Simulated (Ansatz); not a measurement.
**Na₂AlZnF₇ — ²³Na NMR of the central transition**

Cell: a Materials Project structure (computed, not necessarily an observed phase), taken as it stands.

Space group Imma (No. 74); a = 7.2037, b = 10.2790, c = 7.4789 Å.

```
site  Wyckoff  site symmetry       x       y       z
 Na1       4a          2/m..  0.0000  0.0000  0.0000
 Na2       4c          .2/m.  0.2500  0.2500  0.2500
  Al       4b          2/m..  0.0000  0.0000  0.5000
  Zn       4d          .2/m.  0.2500  0.2500  0.7500
  F9      16j              1  0.8152  0.3885  0.5639
 F10       8h            m..  0.5000  0.4172  0.2213
 F16       4e            mm2  0.5000  0.7500  0.3738
```

One atom of each set is listed; the run and its k-mesh use a cell of 22 atoms with edges of 7.31, 7.31, 7.31 Å.

All values are calculated (Ansatz; DFT, PBE, plane waves and PAW, scalar-relativistic, 420 eV cutoff, Γ-centred 5×5×5 k-points, Fermi–Dirac smearing 0.02 eV), not measured.

²³Na has I = 3/2 and Q = 104.0 mb (Pyykkö 2018); at 28.2 T its Larmor frequency is ν₀ = 317.8 MHz. Only the quadrupole interaction is simulated: positions count from each site's isotropic chemical shift, and J coupling is left out, as are shift anisotropy and dipolar coupling, which fast spinning averages.

(1) What does the ²³Na spectrum (fast magic-angle spinning) show for each site?

Answers

(1) 

| site | first shell | C_Q (MHz) | η | P_Q (MHz) | δ_QIS (ppm) | breadth (kHz) |
| --- | --- | --- | --- | --- | --- | --- |
| Na1 | 8 F at 2.25–2.74 Å | -3.34 | 0.33 | 3.40 | -2.85 | 2.09 |
| Na2 | 8 F at 2.50–2.79 Å | 2.12 | 0.09 | 2.12 | -1.11 | 0.778 |

δ_QIS = −(ν_Q²/30ν₀²)[I(I+1) − 3/4](1 + η²/3) × 10⁶ ppm with ν_Q = 3|C_Q|/[2I(2I−1)]; it falls as 1/B₀² in ppm, and the breadth as 1/B₀ in kHz.
